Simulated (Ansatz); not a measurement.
Theory: Ansatz, DFT PBE, scalar-relativistic, plane waves, PAW. Plane waves to 420 eV, a 10×10×10 mesh through Γ for the 6-atom cell and 0.02 eV Gaussian smearing; no spin polarisation.

Formation energies are uncorrected and count from the elements' standard states at the same level.

Problem. Give a relaxed trial structure of a tetragonal semiconductor that holds Ga and 2 more elements, with a gap near 1.1 eV, a formation energy near −0.44 eV/atom and a density near 4.09 g/cm³, in a cell of 6 atoms.

Solution. Al₂GaAs₃, space group I-4m2 (No. 119). Al has 4 As at 2.48 Å; Ga has 4 As at 2.49 Å; around As on a site of symmetry 2mm lie 2 Al at 2.48 Å and 2 Ga at 2.49 Å; As on a site of symmetry -4m2 is surrounded by 4 Al at 2.48 Å.

```
Al Ga As
1.0
    -2.02776    2.02776    8.59806
     2.02776   -2.02776    8.59806
     2.02776    2.02776   -8.59806
Al Ga As
2 1 3
Direct
  0.83321 0.83321 0.00000
  0.16679 0.16679 0.00000
  0.50000 0.50000 0.00000
  0.58390 0.08390 0.50000
  0.25000 0.75000 0.50000
  0.91610 0.41610 0.50000
```

* Volume per atom: 23.57 Å³
* Density: 4.09 g/cm³
* Formation energy: −0.440 eV/atom
* Gap on the 10×10×10 mesh of the 6-atom cell: 1.11 eV

It was reached by relaxing an invented guess, and it needn't be the stable form of this composition. The answer needn't be unique; the calculation gave this one.

Kohn–Sham gaps at this level usually fall short of measured ones. The reference form of As is held partly by dispersion forces, which this level lacks. Symmetry constrained the relaxation, so the result can be a saddle point.
